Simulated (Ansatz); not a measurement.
Input:

SiW3 in space group Fm-3m (No. 225; Si on 4a, W on 4b, W on 8c), a = b = c = 6.2075 Å, α = β = γ = 90.00°; the cell used has 4 atoms.

This is the r²SCAN-relaxed structure.

### Question
All from DFT-r²SCAN in the program Ansatz with PAW potentials, unless another level is named. Estimate the Hill bulk and shear moduli.

### Answer
285 and 73.3 GPa.

### Question
Give the elastic constants (relaxed ions, GPa).

### Answer
C11 = 318, C12 = 269, C44 = 146.

The cell is a constructed one: a structure type filled with these elements; neither database checked (COD, Materials Project) lists it. Whether it is the stable phase at ambient conditions was not checked. Symmetry was held in the r²SCAN relaxation; its stability against distortions is not shown here. No spin polarisation was allowed. As this level gives no gap, shear constants depend on the k-mesh and smearing (Fermi–Dirac, 0.1 eV here). Scalar-relativistic: spin–orbit coupling is off unless named, which matters more the heavier the elements.

Potentials: the earlier of the program's two PAW sets.
